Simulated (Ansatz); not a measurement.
ZnGeO$_{3}$:
```yaml
crystal:
  lattice:
    - [2.48311, 1.43362, 4.61740]
    - [-2.48311, 1.43362, 4.61740]
    - [0.00000, -2.86724, 4.61740]
  atoms:
    - { symbol: Zn, position: [0.36745, 0.36745, 0.36745] }
    - { symbol: Zn, position: [0.63255, 0.63255, 0.63255] }
    - { symbol: Ge, position: [0.15634, 0.15634, 0.15634] }
    - { symbol: Ge, position: [0.84366, 0.84366, 0.84366] }
    - { symbol: O, position: [0.78527, 0.04720, 0.43874] }
    - { symbol: O, position: [0.21473, 0.95280, 0.56126] }
    - { symbol: O, position: [0.04720, 0.43874, 0.78527] }
    - { symbol: O, position: [0.95280, 0.56126, 0.21473] }
    - { symbol: O, position: [0.43874, 0.78527, 0.04720] }
    - { symbol: O, position: [0.56126, 0.21473, 0.95280] }
```

r²SCAN (plane waves, PAW; program Ansatz) gives a gap of 3.19 eV without spin–orbit coupling, maximum off the standard path, at k = (-0.062, 0.073, 0.250) in fractions of the reciprocal vectors, minimum at Γ.

Q: What happens when spin–orbit coupling is switched on?

A: The gap stays essentially unchanged, to 3.19 eV; maximum off the standard path, at k = (-0.062, 0.073, 0.250) in fractions of the reciprocal vectors, minimum at Γ.

Q: Give the electron effective mass with spin–orbit coupling.

A: 0.26 mₑ (isotropic).

Q: Give the hole effective mass with spin–orbit coupling.

A: 1.4, 1.9, 5.6 mₑ (principal values).

Space group R-3. The first step of the workflow began from a Materials Project structure, measured or hypothetical; the Crystallography Open Database copy checked does not list it. Its standing as an ambient phase is unchecked. Symmetry was held in the r²SCAN relaxation; its stability against distortions is not shown here.

Potentials: the later of the program's two PAW sets.
